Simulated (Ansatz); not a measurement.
MgS:
```cif
data_MgS
_chemical_formula_sum 'S1 Mg1'
_space_group_name_H-M_alt 'P 1'
_space_group_IT_number 1
_cell_length_a 3.67917
_cell_length_b 3.67917
_cell_length_c 3.67917
_cell_angle_alpha 60.000
_cell_angle_beta 60.000
_cell_angle_gamma 60.000
loop_
_space_group_symop_operation_xyz
  'x, y, z'
loop_
_atom_site_label
_atom_site_type_symbol
_atom_site_fract_x
_atom_site_fract_y
_atom_site_fract_z
_atom_site_occupancy
S1 S 0.00000 0.00000 0.00000 1
Mg1 Mg 0.50000 0.50000 0.50000 1
```

Relaxed with r²SCAN.

Q: Which orbitals make up the states near the band edges in r²SCAN in the plane-wave PAW code Ansatz?

A: Top 1 eV of the valence band: S 3p 98 %. Bottom 1 eV of the conduction band: Mg 3s 74 %, S 3p 6 %, outside the projected shells 16 %. Projections are on Löwdin-orthogonalised atomic valence shells; empty p or d shells of many metals are not among them.

Q: Tabulate the density of states.

A: States/eV per cell of 2 atoms, in 0.25 eV bins, energy from the valence-band maximum.

```tsv
E (eV)	total	S 3p	Mg 3s	S 3s
-7.85	0.00	0.00	0.00	0.00
-7.60	0.00	0.00	0.00	0.00
-7.35	0.00	0.00	0.00	0.00
-7.10	0.00	0.00	0.00	0.00
-6.85	0.00	0.00	0.00	0.00
-6.60	0.00	0.00	0.00	0.00
-6.35	0.00	0.00	0.00	0.00
-6.10	0.00	0.00	0.00	0.00
-5.85	0.00	0.00	0.00	0.00
-5.60	0.00	0.00	0.00	0.00
-5.35	0.00	0.00	0.00	0.00
-5.10	0.00	0.00	0.00	0.00
-4.85	0.08	0.06	0.02	0.00
-4.60	0.41	0.31	0.09	0.00
-4.35	0.67	0.52	0.13	0.01
-4.10	1.44	1.21	0.19	0.03
-3.85	2.49	2.11	0.28	0.06
-3.60	1.01	0.85	0.11	0.04
-3.35	0.48	0.38	0.06	0.03
-3.10	0.80	0.70	0.06	0.03
-2.85	0.92	0.82	0.05	0.02
-2.60	0.96	0.87	0.04	0.02
-2.35	0.99	0.91	0.03	0.02
-2.10	1.19	1.09	0.05	0.02
-1.85	1.55	1.44	0.05	0.01
-1.60	1.98	1.87	0.04	0.01
-1.35	1.96	1.87	0.02	0.01
-1.10	1.98	1.91	0.01	0.01
-0.85	2.05	1.99	0.01	0.00
-0.60	1.70	1.66	0.00	0.00
-0.35	0.95	0.94	0.00	0.00
-0.10	0.39	0.38	0.00	0.00
0.15	0.00	0.00	0.00	0.00
0.40	0.00	0.00	0.00	0.00
0.65	0.00	0.00	0.00	0.00
0.90	0.00	0.00	0.00	0.00
1.15	0.00	0.00	0.00	0.00
1.40	0.00	0.00	0.00	0.00
1.65	0.00	0.00	0.00	0.00
1.90	0.00	0.00	0.00	0.00
2.15	0.00	0.00	0.00	0.00
2.40	0.00	0.00	0.00	0.00
2.65	0.00	0.00	0.00	0.00
2.90	0.00	0.00	0.00	0.00
3.15	0.00	0.00	0.00	0.00
3.40	0.00	0.00	0.00	0.00
3.65	0.06	0.00	0.05	0.00
3.90	0.13	0.01	0.10	0.01
4.15	0.19	0.01	0.14	0.01
4.40	0.26	0.02	0.18	0.01
4.65	0.34	0.03	0.21	0.01
4.90	0.43	0.04	0.24	0.02
5.15	0.62	0.05	0.27	0.02
5.40	0.91	0.07	0.32	0.03
5.65	1.38	0.10	0.44	0.05
5.90	2.01	0.15	0.58	0.08
6.15	1.56	0.11	0.39	0.09
6.40	0.91	0.06	0.17	0.05
6.65	0.65	0.03	0.08	0.02
6.90	1.06	0.05	0.12	0.01
7.15	1.78	0.07	0.14	0.01
7.40	1.28	0.05	0.11	0.01
7.65	1.30	0.05	0.11	0.01
7.90	1.25	0.04	0.10	0.01
8.15	1.45	0.04	0.09	0.01
```

Space group Fm-3m (rock salt). The cell was relaxed with r²SCAN under the symmetry of its start; phonons on a q-mesh show no instability.

Potentials: the later of the program's two PAW sets.
